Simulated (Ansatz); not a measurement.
input.yaml

```yaml
crystal:
  lattice:
    - [2.8045367557, 0.0, 0.0]
    - [0.0, 4.5472857275, 0.0]
    - [0.0, 0.0, 3.9642332573]
  atoms:
    - { symbol: B, position: [0.0, 0.8042174466, 0.3629372244] }
    - { symbol: B, position: [0.0, 0.1957825534, 0.3629372244] }
    - { symbol: B, position: [0.5, 0.3042174466, 0.6370627756] }
    - { symbol: B, position: [0.5, 0.6957825534, 0.6370627756] }
    - { symbol: Ru, position: [0.0, 0.0, 0.8486149592] }
    - { symbol: Ru, position: [0.5, 0.5, 0.1513850408] }
basis:
  ecutwfc: 500
kpoints:
  mp_grid: { grid: [12, 8, 10] }
hamiltonian:
  xc: r2scan
scf:
  occupations: { method: gaussian, width: 0.1 }
output:
  forces: true
  stress: true
  eigenvalues: true
  write_density: true
  write_potential: true
  elf: true
  volumetric_format: npy
relax:
  adjacent_minimum: "off"
  f_tol: 0.01
  max_steps: 30
  cell: { stress_tol: 0.1, fix: [volume] }
```

Launched with
```bash
ansatz run input.yaml --threads 1 --pin off --max-ram 2560MiB --backend cpu --events-out ev --progress --plain --runs-dir out
```

Level of theory: DFT r2SCAN, scalar-relativistic, plane waves, PAW in Ansatz 0.2.0.

From the run's log, abridged (iterations and final results):

```
SCF iter   1: F=—  HF=-12409.169769 eV  |F-HF|=—  |Δ(HF+E_count)|=         —  Δρ=1.26e-2  dr2=6.33e-2  dr2_τ=5.06e-1  ethr=1.77e-3  ⟨swp⟩=5.6  Hψ=25569  notcnv=0
SCF iter   2: F=—  HF=-12409.298601 eV  |F-HF|=—  |Δ(HF+E_count)|=   1.29e-1  Δρ=7.22e-3  dr2=1.10e-2  dr2_τ=1.43e-3  ethr=1.44e-4  ⟨swp⟩=2.0  Hψ=11442  notcnv=0  defer=316
SCF iter   3: F=—  HF=-12409.299535 eV  |F-HF|=—  |Δ(HF+E_count)|=   9.34e-4  Δρ=2.12e-3  dr2=1.27e-3  dr2_τ=1.75e-4  ethr=2.51e-5  ⟨swp⟩=2.1  Hψ=10216  notcnv=0  defer=316
SCF iter   4: F=—  HF=-12409.299720 eV  |F-HF|=—  |Δ(HF+E_count)|=   1.85e-4  Δρ=3.89e-4  dr2=5.49e-5  dr2_τ=3.07e-6  ethr=2.89e-6  ⟨swp⟩=2.8  Hψ=10480  notcnv=0  defer=316
SCF iter   5: F=—  HF=-12409.299737 eV  |F-HF|=—  |Δ(HF+E_count)|=   1.69e-5  Δρ=8.74e-5  dr2=4.07e-6  dr2_τ=1.73e-7  ethr=1.25e-7  ⟨swp⟩=2.1  Hψ=8198  notcnv=0  defer=316
SCF iter   6: F=—  HF=-12409.299738 eV  |F-HF|=—  |Δ(HF+E_count)|=   1.23e-6  Δρ=1.96e-5  dr2=2.83e-7  dr2_τ=2.08e-8  ethr=9.26e-9  ⟨swp⟩=2.0  Hψ=8502  notcnv=0  defer=316
SCF iter   7: F=-12409.299738 eV  HF=-12409.299738 eV  |F-HF|=2.69e-10  |Δ(HF+E_count)|=   3.45e-8  Δρ=6.32e-6  dr2=1.27e-8  dr2_τ=1.09e-9  ethr=2.27e-10  ⟨swp⟩=13.5  Hψ=42294  notcnv=0
SCF 1 converged in 7 iterations: F = -12409.299738 eV  dr2 = 1.27e-8
relax step   1: F+E_penalty+E_count = -12409.29973817 eV  Δ(F+E_penalty+E_count) = +0.000e0 eV  max|allowed force component| = 3.067e-1 eV/Å  Δτ_max = 0.0000 Å  P = +21.389 GPa  Ω = 50.556 Å³  fix = [volume]  reactions: volume +21.389 GPa (7 SCF iters, dr2 threshold 1.00e-7 eV, accepted)
Basis set: ecut = 500 eV, 1289 PW (Γ), exchange–correlation on 96×144×120 points (64 copies of the dense FFT grid, shifted against one another)
Initial density: handed on by an earlier stage of this run
Initial wavefunctions: those handed on with the density
SCF iter   1: F=—  HF=-12409.297913 eV  |F-HF|=—  |Δ(HF+E_count)|=         —  Δρ=1.35e-3  dr2=4.36e-4  dr2_τ=1.27e-2  ethr=9.75e-7  ⟨swp⟩=3.1  Hψ=30283  notcnv=0
SCF iter   2: F=—  HF=-12409.303269 eV  |F-HF|=—  |Δ(HF+E_count)|=   5.36e-3  Δρ=8.28e-4  dr2=1.40e-4  dr2_τ=7.44e-6  ethr=9.75e-7  ⟨swp⟩=2.0  Hψ=10509  notcnv=0
SCF iter   3: F=—  HF=-12409.303309 eV  |F-HF|=—  |Δ(HF+E_count)|=   3.92e-5  Δρ=1.94e-4  dr2=1.56e-5  dr2_τ=2.36e-6  ethr=3.17e-7  ⟨swp⟩=2.2  Hψ=10067  notcnv=0
SCF iter   4: F=—  HF=-12409.303307 eV  |F-HF|=—  |Δ(HF+E_count)|=   1.14e-6  Δρ=8.08e-5  dr2=3.34e-6  dr2_τ=3.80e-7  ethr=3.55e-8  ⟨swp⟩=2.7  Hψ=9891  notcnv=0
SCF iter   5: F=—  HF=-12409.303307 eV  |F-HF|=—  |Δ(HF+E_count)|=   9.87e-8  Δρ=5.47e-5  dr2=1.22e-6  dr2_τ=5.13e-8  ethr=7.59e-9  ⟨swp⟩=1.3  Hψ=6978  notcnv=0
SCF iter   6: F=-12409.303307 eV  HF=-12409.303307 eV  |F-HF|=5.61e-9  |Δ(HF+E_count)|=   3.45e-8  Δρ=1.11e-5  dr2=6.41e-8  dr2_τ=3.87e-9  ethr=1.36e-9  ⟨swp⟩=10.0  Hψ=42281  notcnv=0
SCF 2 converged in 6 iterations: F = -12409.303307 eV  dr2 = 6.41e-8
relax step   2: F+E_penalty+E_count = -12409.30330740 eV  Δ(F+E_penalty+E_count) = -3.569e-3 eV  max|allowed force component| = 3.336e-2 eV/Å  Δτ_max = 0.0066 Å  P = +20.686 GPa  Ω = 50.556 Å³  energy of the carried Pulay correction = +7.777e-18 eV  fix = [volume]  reactions: volume +20.686 GPa (6 SCF iters, dr2 threshold 6.00e-7 eV, accepted)
SCF iter   1: F=—  HF=-12409.303300 eV  |F-HF|=—  |Δ(HF+E_count)|=         —  Δρ=1.85e-4  dr2=1.16e-5  dr2_τ=1.89e-4  ethr=2.96e-8  ⟨swp⟩=2.0  Hψ=27855  notcnv=0
SCF iter   2: F=—  HF=-12409.303379 eV  |F-HF|=—  |Δ(HF+E_count)|=   7.91e-5  Δρ=1.17e-4  dr2=4.36e-6  dr2_τ=1.01e-7  ethr=2.64e-8  ⟨swp⟩=2.0  Hψ=10504  notcnv=0
SCF iter   3: F=—  HF=-12409.303379 eV  |F-HF|=—  |Δ(HF+E_count)|=   6.20e-7  Δρ=2.26e-5  dr2=1.96e-7  dr2_τ=3.46e-8  ethr=9.90e-9  ⟨swp⟩=2.1  Hψ=8346  notcnv=0
SCF iter   4: F=-12409.303379 eV  HF=-12409.303379 eV  |F-HF|=6.48e-9  |Δ(HF+E_count)|=   1.38e-8  Δρ=1.36e-5  dr2=5.39e-8  dr2_τ=2.42e-9  ethr=2.39e-10  ⟨swp⟩=8.9  Hψ=37358  notcnv=0
SCF 3 converged in 4 iterations: F = -12409.303379 eV  dr2 = 5.39e-8
relax step   3: F+E_penalty+E_count = -12409.30337856 eV  Δ(F+E_penalty+E_count) = -7.116e-5 eV  max|allowed force component| = 1.487e-2 eV/Å  Δτ_max = 0.0008 Å  P = +20.658 GPa  Ω = 50.556 Å³  energy of the carried Pulay correction = +7.777e-18 eV  fix = [volume]  reactions: volume +20.658 GPa (4 SCF iters, dr2 threshold 1.05e-7 eV, accepted)
SCF iter   1: F=—  HF=-12409.303362 eV  |F-HF|=—  |Δ(HF+E_count)|=         —  Δρ=2.75e-4  dr2=3.54e-5  dr2_τ=8.20e-5  ethr=8.11e-8  ⟨swp⟩=2.4  Hψ=26494  notcnv=0
SCF iter   2: F=—  HF=-12409.303394 eV  |F-HF|=—  |Δ(HF+E_count)|=   3.16e-5  Δρ=1.67e-4  dr2=1.39e-5  dr2_τ=1.87e-7  ethr=8.04e-8  ⟨swp⟩=2.2  Hψ=10074  notcnv=0
SCF iter   3: F=—  HF=-12409.303389 eV  |F-HF|=—  |Δ(HF+E_count)|=   4.74e-6  Δρ=2.25e-5  dr2=3.06e-7  dr2_τ=9.70e-8  ethr=3.16e-8  ⟨swp⟩=2.0  Hψ=8598  notcnv=0
SCF iter   4: F=—  HF=-12409.303388 eV  |F-HF|=—  |Δ(HF+E_count)|=   1.04e-6  Δρ=8.57e-6  dr2=1.98e-8  dr2_τ=3.41e-9  ethr=6.95e-10  ⟨swp⟩=2.0  Hψ=8736  notcnv=0
SCF iter   5: F=-12409.303388 eV  HF=-12409.303388 eV  |F-HF|=1.45e-9  |Δ(HF+E_count)|=   8.72e-9  Δρ=3.25e-6  dr2=3.42e-9  dr2_τ=2.77e-10  ethr=3.14e-11  ⟨swp⟩=8.2  Hψ=34631  notcnv=0
SCF 4 converged in 5 iterations: F = -12409.303388 eV  dr2 = 3.42e-9
relax step   4: F+E_penalty+E_count = -12409.30338815 eV  Δ(F+E_penalty+E_count) = -9.590e-6 eV  max|allowed force component| = 1.040e-2 eV/Å  Δτ_max = 0.0011 Å  P = +20.661 GPa  Ω = 50.556 Å³  energy of the carried Pulay correction = +7.777e-18 eV  fix = [volume]  reactions: volume +20.661 GPa (5 SCF iters, dr2 threshold 1.38e-8 eV, accepted)
SCF iter   1: F=—  HF=-12409.303367 eV  |F-HF|=—  |Δ(HF+E_count)|=         —  Δρ=1.21e-4  dr2=4.41e-6  dr2_τ=6.78e-5  ethr=9.80e-9  ⟨swp⟩=3.0  Hψ=29493  notcnv=0
SCF iter   2: F=—  HF=-12409.303399 eV  |F-HF|=—  |Δ(HF+E_count)|=   3.14e-5  Δρ=7.27e-5  dr2=1.69e-6  dr2_τ=5.42e-8  ethr=9.80e-9  ⟨swp⟩=2.0  Hψ=10504  notcnv=0
SCF iter   3: F=—  HF=-12409.303399 eV  |F-HF|=—  |Δ(HF+E_count)|=   1.16e-8  Δρ=1.22e-5  dr2=6.20e-8  dr2_τ=1.51e-8  ethr=3.85e-9  ⟨swp⟩=2.0  Hψ=8326  notcnv=0
SCF iter   4: F=-12409.303399 eV  HF=-12409.303399 eV  |F-HF|=8.62e-10  |Δ(HF+E_count)|=   2.39e-9  Δρ=4.47e-6  dr2=5.08e-9  dr2_τ=3.46e-10  ethr=6.55e-11  ⟨swp⟩=8.9  Hψ=37362  notcnv=0
SCF 5 converged in 4 iterations: F = -12409.303399 eV  dr2 = 5.08e-9
relax step   5: F+E_penalty+E_count = -12409.30339868 eV  Δ(F+E_penalty+E_count) = -1.054e-5 eV  max|allowed force component| = 1.457e-3 eV/Å  Δτ_max = 0.0005 Å  P = +20.652 GPa  Ω = 50.556 Å³  fix = [volume]  reactions: volume +20.652 GPa (4 SCF iters, dr2 threshold 2.88e-8 eV, accepted)
Initial wavefunctions: pseudopotential atomic-orbital guess (no wavefunctions were taken with the density)
SCF iter   1: F=—  HF=-12409.303385 eV  |F-HF|=—  |Δ(HF+E_count)|=         —  Δρ=9.55e-5  dr2=9.00e-8  dr2_τ=4.85e-8  ethr=7.38e-8  ⟨swp⟩=3.7  Hψ=43004  notcnv=0
SCF iter   2: F=—  HF=-12409.303401 eV  |F-HF|=—  |Δ(HF+E_count)|=   1.60e-5  Δρ=4.84e-5  dr2=2.32e-8  dr2_τ=2.89e-7  ethr=2.04e-10  ⟨swp⟩=2.1  Hψ=8925  notcnv=0
SCF iter   3: F=-12409.303407 eV  HF=-12409.303407 eV  |F-HF|=6.02e-10  |Δ(HF+E_count)|=   5.87e-6  Δρ=9.34e-7  dr2=1.77e-10  dr2_τ=8.37e-11  ethr=1.00e-12  ⟨swp⟩=7.2  Hψ=39304  notcnv=0
SCF 6 converged in 3 iterations: F = -12409.303407 eV  dr2 = 1.77e-10
SCF converged after 3 iterations
Free energy (F): -12409.303407 eV
Harris-Foulkes:  -12409.303407 eV  (|F-HF|=6.02e-10)
Internal energy: -12409.297010 eV  (E = F + TS)
E sigma→0 (E₀):  -12409.300208 eV
Entropy (-TS):   -0.006397 eV (-1.066 meV/atom)
Fermi energy:    19.078620 eV
--- Per-component energies (eV) ---
  E_band       = -175.617459
  E_kinetic    = 1235.291972
  E_local      = -3280.450092  (includes V_loc(G=0)·N_el)
  E_nonlocal   = 730.395436
  E_hartree    = 1134.112969
  E_xc         = -499.497893
  E_vxc        = -707.047687  (∫ρ·V_xc dr)
  E_paw        = -7278.248557  (= ΣΔE_a)
  E_vpaw       = -467.872458  (= ΣTr[D̂ρ^β])
  E_aug_tail   = 0.000159  (compensation charges beyond the density's cutoff)
  E_vtau       = 45.839453  (kinetic-family band-sum trace: ∫τ·v_τ [+ j·A + Jᵃ·Aᵃ] dr)
  E_ewald      = -4450.205325
  E_core_change = -0.695679  (= ΣΔE_core)
  E_smearing   = -0.006397  (= −TS)
--- Forces (eV/Å), atoms counted from 1 ---
  atom   1  B      0.00000000    -0.00137488    -0.00027386
  atom   2  B      0.00000000     0.00137488    -0.00027386
  atom   3  B      0.00000000    -0.00137488     0.00027386
  atom   4  B      0.00000000     0.00137488     0.00027386
  atom   5  Ru     0.00000000     0.00000000    -0.00139073
  atom   6  Ru     0.00000000     0.00000000     0.00139073
--- Stress (GPa, compression-positive) ---
       20.656336       0.000000       0.000000
        0.000000      20.584943       0.000000
        0.000000       0.000000      20.715164
  P = ⅓ Tr σ = 20.6521 GPa (206.521 kbar)
--- Band table (eV; the first three rows and the last of 210) ---
  k-point 0: bands = ["-56.8555", "-56.8088", "-26.3759", "-26.3257", "-26.2093", "-25.8847", "-25.8214", "-25.7334", "3.6652", "8.1061", "9.1503", "11.5164", "12.0181", "13.1534", "14.2109", "14.6389", "14.6809", "15.4413", "15.6527", "16.6041", "17.0097", "17.8256", "19.1022", "21.0810", "23.5538", "23.7484", "24.0379", "24.4560"]
  k-point 1: bands = ["-56.8554", "-56.8088", "-26.3759", "-26.3280", "-26.2084", "-25.8857", "-25.8209", "-25.7337", "3.7579", "8.2042", "9.0574", "11.3669", "12.0400", "13.3827", "14.2155", "14.4217", "14.7387", "15.2591", "15.5532", "16.6958", "17.0516", "17.7295", "19.3446", "20.9478", "23.5257", "23.7357", "23.7846", "24.2578"]
  k-point 2: bands = ["-56.8551", "-56.8090", "-26.3757", "-26.3342", "-26.2060", "-25.8884", "-25.8197", "-25.7345", "4.0221", "8.4565", "8.8443", "10.9654", "12.0822", "13.9803", "14.0763", "14.2415", "14.8901", "14.9087", "15.2514", "16.7480", "17.0683", "17.4607", "20.0080", "20.3690", "22.7928", "23.7053", "24.0252", "24.1823"]
  k-point 209: bands = ["-56.7915", "-56.7915", "-26.3153", "-26.3153", "-26.2517", "-26.2517", "-25.9514", "-25.9514", "8.6730", "8.6730", "9.2707", "9.2707", "11.5296", "11.5296", "14.5035", "14.5035", "15.2218", "15.2218", "15.5449", "15.5449", "16.2982", "16.2982", "20.1908", "20.1908", "20.2762", "20.2762", "25.7409", "25.7409"]
--- Relaxed structure (5 steps of the walk, 5 accepted, 1 SCFs on fresh bases) ---
  F+E_penalty+E_count = -12409.30340685 eV   max|allowed force component| = 1.391e-3 eV/Å   (the final SCF, on the basis selected at the relaxed cell)
  cell:  # Å, volume = 50.5560 Å³
    - [2.79654618, 0.0, 0.0]
    - [0.0, 4.54984239, 0.0]
    - [0.0, 0.0, 3.97332629]
  atoms:
    - { symbol: B, position: [0.0, 0.80475364, 0.36324958] }
    - { symbol: B, position: [0.0, 0.19524635, 0.36324958] }
    - { symbol: B, position: [0.5, 0.30475364, 0.63675041] }
    - { symbol: B, position: [0.5, 0.69524635, 0.63675041] }
    - { symbol: Ru, position: [0.0, 0.0, 0.85047129] }
    - { symbol: Ru, position: [0.5, 0.5, 0.14952870] }
```

The relaxation met its thresholds.

Time: 3.9 min on 1 thread of Arm Neoverse V1, with other jobs on the host, peak memory 0.67 GiB.